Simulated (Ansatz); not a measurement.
Ansatz run, SnTe

input.yaml (Ansatz 0.2.0)

```yaml
crystal:
  lattice:
    - [0.0, 3.139095, 3.139095]
    - [3.139095, 0.0, 3.139095]
    - [3.139095, 3.139095, 0.0]
  atoms:
    - { symbol: Sn, position: [0.0, 0.0, 0.0] }
    - { symbol: Te, position: [0.5, 0.5, 0.5] }
  symmetry: { tolerance: 0.0003 }
kpoints:
  mp_grid: { grid: [9, 9, 9], shift: [0, 0, 0] }
  band_path:
    path:
      - [0.0, 0.0, 0.0]
      - [0.5, 0.0, 0.5]
      - [0.625, 0.25, 0.625]
      - [0.375, 0.375, 0.75]
      - [0.0, 0.0, 0.0]
      - [0.5, 0.5, 0.5]
      - [0.5, 0.25, 0.75]
      - [0.5, 0.0, 0.5]
    npoints: 8
magnetization:
  spin_polarized: false
scf:
  occupations: { method: fermi_dirac }
  lower_state_search: "off"
  max_iter: 200
hamiltonian:
  pseudopotentials: { kind: paw }
  xc: pbe
basis:
  ecutwfc: 420
  fft_grid_basis: typed
output:
  forces: true
  stress: true
  eigenvalues: true
  bader: true
  populations: true
  elf: true
  write_potential: true
  volumetric_format: npy
  dos:
    e_range: [-12, 8]
    de: 0.05
    projected: { site_lists: { Sn: [Sn], Te: [Te] } }
checkpoint:
  read: saved_state
```

The saved state is an earlier solution for the same cell, perhaps on another mesh. 

Output (shortened):

```
Pseudopotentials: kind: paw
Pseudopotential: Sn, paw, valence charge 14, recommended cutoff 420 eV (normal), Sn.paw.azcp
Pseudopotential: Te, paw, valence charge 16, recommended cutoff 420 eV (normal), Te.paw.azcp
Functional definition: PBE
  exchange = pbe_x(kappa = kappa, mu = beta*pi^2/3)
  correlation = pbe_c(beta = beta)
Crystal: 2 atoms, lattice volume = 61.865 Å³
Basis set: ecut = 420 eV, 1243 PW (Γ), exchange–correlation on 60×60×60 points (8 copies of the dense FFT grid, shifted against one another)
Bands: 19, of which v1, the nominal top of the filled ones, is band 15 counted from 1 (14 counted from 0)
Symmetry: 48 space group operations
Space group: Fm-3m (ITA 225), of the structure as read, at distance tolerance 1.2e-3 Å
k-points: 35 of 729
Initial density: read from a saved state, or passed on in memory by an earlier SCF of this step, an earlier step, the calling program or the single point that the run made first
Functional: x = pbe(κ = 0.804, μ = 0.2195), c = pbe(β = 0.0667)
SCF iter   1: F=—  Δρ=4.82e-4  dr2=1.52e-4
SCF iter   2: F=—  Δρ=2.62e-4  dr2=4.43e-5
SCF iter   3: F=—  Δρ=1.90e-5  dr2=1.15e-7
SCF iter   4: F=-13004.7156 eV  Δρ=4.56e-6  dr2=1.04e-8
SCF iter   5: F=-13004.7156 eV  Δρ=8.68e-7  dr2=3.26e-10
SCF iter   6: F=-13004.7156 eV  Δρ=1.38e-7  dr2=7.79e-12
Free energy (F): -13004.7156 eV
Harris-Foulkes:  -13004.7156 eV  (|F-HF|=1.09e-11)
Internal energy: -13004.7115 eV  (E = F + TS)
E sigma→0 (E₀):  -13004.7136 eV
Entropy (-TS):   -0.0041 eV (-2.073 meV/atom)
Fermi energy:    9.8844 eV
--- Per-component energies (eV) ---
  E_band       = -349.0689
  E_kinetic    = 366.5134
  E_local      = -2135.3965  (includes V_loc(G=0)·N_el)
  E_nonlocal   = -342.9757
  E_hartree    = 1347.1921
  E_xc         = -507.9398
  E_vxc        = -201.2484  (∫ρ·V_xc dr)
  E_paw        = -8795.6593  (= ΣΔE_a)
  E_vpaw       = -730.3460  (= ΣTr[D̂ρ^β])
  E_aug_tail   = -0.0001  (compensation charges beyond the density's cutoff)
  E_ewald      = -2936.4456
  E_smearing   = -0.0041  (= −TS)
--- Stress (GPa, compression-positive) ---
        2.8539       0.0000       0.0000
        0.0000       2.8539       0.0000
        0.0000       0.0000       2.8539
  P = ⅓ Tr σ = 2.8539 GPa (28.539 kbar)
```

Origin: a database entry at a rescaled volume.
